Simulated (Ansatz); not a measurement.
Cd(HO)$_{2}$:
```yaml
crystal:
  lattice:
    - [3.50478, 0.00000, 0.00000]
    - [-1.75239, 3.03523, 0.00000]
    - [0.00000, 0.00000, 35.00000]
  atoms:
    - { symbol: Cd, position: [0.00000, 0.00000, 0.50000] }
    - { symbol: H, position: [0.33333, 0.66667, 0.44113] }
    - { symbol: O, position: [0.33333, 0.66667, 0.46853] }
    - { symbol: H, position: [0.66667, 0.33333, 0.55887] }
    - { symbol: O, position: [0.66667, 0.33333, 0.53147] }
```
The layer is periodic in x and y and isolated along z.

Relaxed with r²SCAN+D4.

Task: All from r²SCAN+D4 in the plane-wave PAW code Ansatz, unless another level is named. Give the HSE06 gap on the r²SCAN+D4 cell.

Result: 3.86 eV.

Task: Predict the ionisation potential (Kohn–Sham).

Result: 4.66 eV.

Task: Give the gap with spin–orbit coupling.

Result: 2.90 eV.

Task: Give the HSE06 gap with spin–orbit coupling on the r²SCAN+D4 cell.

Result: 3.83 eV.

Space group P-3m1. The layer was cut from a bulk entry of the Materials Project (measured or hypothetical); whether that bulk phase is the ambient one, and whether the layer has been isolated, was not checked. The r²SCAN+D4 relaxation kept the symmetry of its start; whether a distortion lowers the energy is not shown. Spin–orbit coupling is left out wherever it is not named.

Potentials: the later of the program's two PAW sets.
